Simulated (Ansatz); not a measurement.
What DFT gives for Cs2As3

```yaml
crystal:
  lattice:
    - [-5.12030, 0.00000, 4.84611]
    - [5.12030, 0.00000, 4.84611]
    - [0.00000, 7.70150, 4.84611]
  atoms:
    - { symbol: Cs, position: [0.75000, 0.25000, 0.50000] }
    - { symbol: Cs, position: [0.25000, 0.75000, 0.50000] }
    - { symbol: As, position: [0.12460, 0.12460, 0.14240] }
    - { symbol: As, position: [0.26700, 0.26700, 0.85760] }
    - { symbol: As, position: [0.87540, 0.87540, 0.85760] }
    - { symbol: As, position: [0.73300, 0.73300, 0.14240] }
    - { symbol: As, position: [0.85650, 0.85650, 0.28700] }
    - { symbol: As, position: [0.14350, 0.14350, 0.71300] }
    - { symbol: Cs, position: [0.71227, 0.28773, 0.00000] }
    - { symbol: Cs, position: [0.28773, 0.71227, 0.00000] }
```

Single point in Ansatz 0.2.0 with r2SCAN, no spin polarisation. Cutoff 500 eV, PAW datasets, 4×4×4 Γ-centred k mesh, fermi-dirac filling (width 0.1 eV).

Q: What does the stress say?

A: The pressure is 5.3 GPa (compression positive), so with the atoms held at these fractions the cell would first expand; the forces are large, so a full relaxation may end otherwise. The principal stresses 0.2, 7.7, 8.1 GPa differ, so its shape would change too.

Q: Describe some of the short contacts.

A: As–As at 2.19 Å: least valence density 0.80 e/Å³ and ELF 0.71 there, a shared, covalent-like contact. Cs–As at 3.67 Å: least valence density 0.07 e/Å³ and ELF 0.05 there, a closed-shell (ionic or weak) contact. Both are smooth PAW fields, read partly inside the augmentation spheres.

Q: What is the formation energy?

A: -0.45 eV an atom against the elements' usual phases (free molecules for gases, crystals otherwise, with no correction for O₂ or N₂), so it is bound against them; other compounds may still compete. Relaxing would lower it.

Q: Is there a gap, and of what kind?

A: The gap is 0.94 eV, direct at the points sampled. A semilocal functional usually gives too small a gap.

Q: Give the Bader charges.

A: Bader charges in e: Cs +0.75, As -0.50. In the mean Cs gives up most and As takes most.

Q: Which orbitals make up the band edges?

A: Within 0.7 eV of the edges, the states project mainly on As p (89 %) below the gap and on As p (60 %) above it.

Q: Where is the largest force?

A: The largest is on As7 (and as large on other atoms): 2.84 eV/Å, components (0.00, 2.84, 0.00). It makes 120° with the line to a nearest neighbour, As3 at 2.20 Å.

Origin: a known structure type with other elements, at an estimated volume, so it need not be a known compound. Caveats: atoms or cell far from equilibrium.
